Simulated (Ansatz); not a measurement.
Relaxing one composition in several structure types shows which are competitive, which pressure would favour, and how volume and gap change with structure.

TiSi2, Cmcm oS12 serves as the reference. The reference is the lowest phase computed, which need not be the stable form in nature.

Computed with Ansatz, a plane-wave PAW program. energy: PBE, total energy at 0 K with the change to a 700 eV cutoff added (comparable within one formula alone); volume per atom: PBE, relaxed cell; gap: PBE; bulk modulus: PBE, equation-of-state fit.

Model phases, started by placing the elements on a structure type or from a typed cell, with no claim that they are known: TiSi2, Al2Cu type, P4/mmm; TiSi2, AlB2 type, P6/mmm; TiSi2, fluorite. Of the phases: C49 TiSi2 is the metastable form in films. No gap (0.00) means none at this level, which can close a small real gap. Spin–orbit coupling is left out unless named.

Model: ΔE = E − E_ref; ΔV = V − V_ref; temperature scale ΔE/k_B = 11.605 K/meV × ΔE.

| crystal | E (eV/atom) | V (Å³/atom) | gap (eV) | B₀ (GPa) | ΔE (meV/atom) | ΔV (Å³/atom) | ΔE/k_B (K) |
|---|---|---|---|---|---|---|---|
| TiSi2, Al2Cu type, P4/mmm | −1257.246 | 17.35 | 0.00 | 93.3 | 707.2 | 3.00 | 8200 |
| TiSi2, AlB2 type, P6/mmm | −1257.349 | 14.15 | 0.00 | 130 | 313.0 | −0.20 | 3600 |
| TiSi2, fluorite | −1256.949 | 17.54 | 0.00 | 87.5 | 713.0 | 3.19 | 8300 |
| TiSi2, Cmcm oS12, reference | −1257.662 | 14.35 | 0.00 | 126 | 0.0 | 0.00 | 0 |

Question: Check the column «ΔE (meV/atom)» against the rules: one row is wrong, and what depends on it inherits the slip. Find and correct it.

Answer: The row of TiSi2, Al2Cu type, P4/mmm shows 707.2. From its own inputs, ΔE = 1000 × (−1257.246 − (−1257.662)) = 416.0 meV/atom. Carried on: ΔE/k_B: 11.605 × 416.0 = 4800 K. The other rows agree with the rules.

With the correction: By ΔE (lowest first): TiSi2, Cmcm oS12 (0.0 ± 5.0), TiSi2, AlB2 type, P6/mmm (313.0 ± 5.0), TiSi2, Al2Cu type, P4/mmm (416.0 ± 5.0), TiSi2, fluorite (713.0 ± 5.0). The ± follows from allowances picked for this note (energy 0.004 eV/atom, 3 meV/atom on the figure itself), carried to first order and added in quadrature, each row's own inputs moving alone; ≈ joins neighbours closer than their two ± added in quadrature.

Vibrational free energy is left out, and phases that were not computed could lie lower. Rows are a sample of the computed phases of this formula. Limits of the draw: a spread of over 30 meV/atom, none over 0.9 eV/atom above the reference, within 8 meV/atom of the lowest or within 3 meV/atom of a neighbour. As a rule kept out of such tables: 4f compounds, open-shell compounds run without a Hubbard term, cells found unstable in the tests at hand, cells close to a higher symmetry, and runs set to a pressure or over 12 % in volume from the crystal's fullest run.
